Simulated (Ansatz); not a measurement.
# Nuclear-site quantities of SnSe as the cell is scaled

```xyz
2
Lattice="0.0000 3.0104 3.0104 3.0104 0.0000 3.0104 3.0104 3.0104 0.0000" Properties=species:S:1:pos:R:3 pbc="T T T"
Sn    0.0000    0.0000    0.0000
Se    3.0104    3.0104    3.0104
```

Atom numbers follow the list: Sn1, Se2.

Structure from Materials Project entry mp-2693 (possibly hypothetical), not relaxed further.

Spin–orbit coupling is left out, though it moves levels of the heavy atoms by tenths of an eV or more.

Theory: DFT, PBEsol, all-electron PAW with datasets made for the crystal, scalar-relativistic (Ansatz 0.2.0).

Settings: a Γ-centred 11×11×11 k mesh, Fermi–Dirac smearing of 0.05 eV, cutoff 240 eV (chosen by the program for this cell), no spin polarisation.

The contact density is the mean electron density over the nuclear volume; its changes set Mössbauer isomer shifts. Changes below are taken from the unscaled cell, where it is 1.2346e+06 e/Å³ at Sn1, 262474 e/Å³ at Se2.

The datasets are made afresh for each cell, so very small changes are uncertain.

Q: Does compression raise or lower the contact density at Se2?

A: It raises it, by 1.03 e/Å³ over the whole range.

Q: Tabulate the changes with volume.

A: 
```csv
V/V(cell),P (GPa),Δρ(0) Sn1 (e/Å³),Δρ(0) Se2 (e/Å³)
0.9405,1.5,-3.61,0.61
1.0000,-1.8,0.00,0.00
1.0600,-4.3,2.90,-0.42
```
